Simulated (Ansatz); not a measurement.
MoSe:
Space group P6₃/mcm (No. 193); a = 9.0152 Å, b = 9.0152 Å, c = 4.4167 Å, α = 90.00°, β = 90.00°, γ = 120.00°

```csv
atom,site,symmetry,x,y,z
Mo,6g,m2m,0.1735,0.1735,0.7500
Se,6g,m2m,0.3340,0.3340,0.2500
```

Relaxed with r²SCAN+D4.

Task: Which orbitals make up the states near the Fermi level in the program Ansatz at the r²SCAN+D4 level (PAW)?

Result: Within 0.5 eV of the Fermi level: Mo 4d 57 %, Se 4p 40 %. Projections are on Löwdin-orthogonalised atomic valence shells; empty p or d shells of many metals are not among them.

Task: Tabulate the density of states.

Result: States/eV per cell of 12 atoms, in 0.25 eV bins, energy from the Fermi level.

| E (eV) | total | Mo 4d | Se 4p | Mo 5s |
|---|---|---|---|---|
| -7.85 | 0.00 | 0.00 | 0.00 | 0.00 |
| -7.60 | 0.00 | 0.00 | 0.00 | 0.00 |
| -7.35 | 0.00 | 0.00 | 0.00 | 0.00 |
| -7.10 | 0.00 | 0.00 | 0.00 | 0.00 |
| -6.85 | 0.00 | 0.00 | 0.00 | 0.00 |
| -6.60 | 0.00 | 0.00 | 0.00 | 0.00 |
| -6.35 | 0.00 | 0.00 | 0.00 | 0.00 |
| -6.10 | 0.00 | 0.00 | 0.00 | 0.00 |
| -5.85 | 0.00 | 0.00 | 0.00 | 0.00 |
| -5.60 | 0.00 | 0.00 | 0.00 | 0.00 |
| -5.35 | 0.01 | 0.00 | 0.01 | 0.00 |
| -5.10 | 7.83 | 2.95 | 3.58 | 0.79 |
| -4.85 | 15.03 | 5.82 | 6.78 | 1.43 |
| -4.60 | 14.09 | 5.85 | 6.10 | 1.37 |
| -4.35 | 10.37 | 4.51 | 4.43 | 0.70 |
| -4.10 | 9.60 | 4.27 | 4.29 | 0.32 |
| -3.85 | 10.88 | 4.58 | 5.25 | 0.43 |
| -3.60 | 13.90 | 5.51 | 7.50 | 0.43 |
| -3.35 | 13.21 | 5.52 | 6.81 | 0.36 |
| -3.10 | 7.17 | 2.75 | 3.99 | 0.12 |
| -2.85 | 8.08 | 2.22 | 5.24 | 0.23 |
| -2.60 | 7.14 | 2.16 | 4.55 | 0.09 |
| -2.35 | 14.72 | 7.72 | 6.43 | 0.17 |
| -2.10 | 15.38 | 5.96 | 8.88 | 0.13 |
| -1.85 | 10.30 | 3.95 | 5.66 | 0.24 |
| -1.60 | 2.42 | 1.22 | 0.97 | 0.08 |
| -1.35 | 9.37 | 6.98 | 2.13 | 0.10 |
| -1.10 | 16.55 | 11.83 | 4.14 | 0.25 |
| -0.85 | 17.33 | 12.21 | 4.40 | 0.11 |
| -0.60 | 14.46 | 10.59 | 3.30 | 0.06 |
| -0.35 | 15.06 | 7.59 | 7.09 | 0.09 |
| -0.10 | 7.62 | 4.45 | 2.99 | 0.04 |
| 0.15 | 3.67 | 2.33 | 1.23 | 0.02 |
| 0.40 | 2.56 | 1.97 | 0.55 | 0.01 |
| 0.65 | 0.63 | 0.48 | 0.14 | 0.00 |
| 0.90 | 0.60 | 0.49 | 0.10 | 0.00 |
| 1.15 | 0.53 | 0.46 | 0.07 | 0.00 |
| 1.40 | 0.52 | 0.47 | 0.05 | 0.00 |
| 1.65 | 8.87 | 7.22 | 1.29 | 0.15 |
| 1.90 | 5.62 | 5.02 | 0.34 | 0.07 |
| 2.15 | 17.72 | 15.13 | 1.18 | 0.57 |
| 2.40 | 11.96 | 9.48 | 1.54 | 0.41 |
| 2.65 | 5.13 | 4.05 | 0.80 | 0.07 |
| 2.90 | 11.64 | 9.60 | 1.65 | 0.05 |
| 3.15 | 10.44 | 7.41 | 2.42 | 0.04 |
| 3.40 | 10.92 | 6.75 | 3.17 | 0.11 |
| 3.65 | 12.29 | 7.89 | 3.43 | 0.14 |
| 3.90 | 13.81 | 9.66 | 3.28 | 0.12 |
| 4.15 | 13.07 | 9.26 | 2.96 | 0.18 |
| 4.40 | 8.75 | 5.76 | 2.23 | 0.17 |
| 4.65 | 5.05 | 3.13 | 1.35 | 0.15 |

Space group P6_3/mcm. The start of the workflow was typed in or built on a structure type; neither database checked (COD, Materials Project) lists it. Its standing as an ambient phase is unchecked. The cell was relaxed with r²SCAN+D4 under the symmetry of its start; its stability against distortions is not shown here. The workflow began spin-polarised and lost its moments. Spin–orbit coupling is left out wherever it is not named.

Potentials: the earlier of the program's two PAW sets.
